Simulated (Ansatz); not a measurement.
Starting cell, SrTiO3 (cubic perovskite):

```xyz
5
Lattice="3.9365 0.0000 0.0000 0.0000 3.9365 0.0000 0.0000 0.0000 3.9365" Properties=species:S:1:pos:R:3 pbc="T T T"
Sr     0.0000     0.0000     0.0000
Ti     1.9682     1.9682     1.9682
O      0.0000     1.9682     1.9682
O      1.9682     1.9682     0.0000
O      1.9682     0.0000     1.9682
```

In this cell atom 2 (Ti, nearest neighbour O at 1.968 Å; its periodic images, 3.9 Å or more away, move with it) is moved by s along Cartesian [110], unit vector (0.707, 0.707, 0.000); all other atoms and the cell stay fixed.

These are PBE (plane waves to 420 eV, PAW, scalar-relativistic; Ansatz, a quantum-chemistry and plane-wave program) values and carry that method's errors. k mesh 7×7×7 (Γ-centred), Fermi-Dirac smearing 0.05 eV. E stands for the smeared free energy. F∥ is the force on the atom along that direction. SrTiO3 is run without spin polarisation. SrTiO3 was relaxed with its symmetry unable to fall. The PAW data are Ansatz's earlier set. The zero of ΔE is the undisplaced structure.

Give the computed ΔE (meV/cell) and F∥ (eV/Å) at s (Å) = -0.200, -0.160, -0.080, 0.080, 0.120, 0.160.


```csv
s (Å),ΔE (meV/cell),F∥ (eV/Å)
-0.200,62.3,1.070
-0.160,29.1,0.616
-0.080,3.2,0.117
0.080,3.2,-0.117
0.120,11.2,-0.303
0.160,29.1,-0.616
```

(A displaced cell: forces are minus the slopes of the energy, force constants its curvatures, and phonons follow from these.)
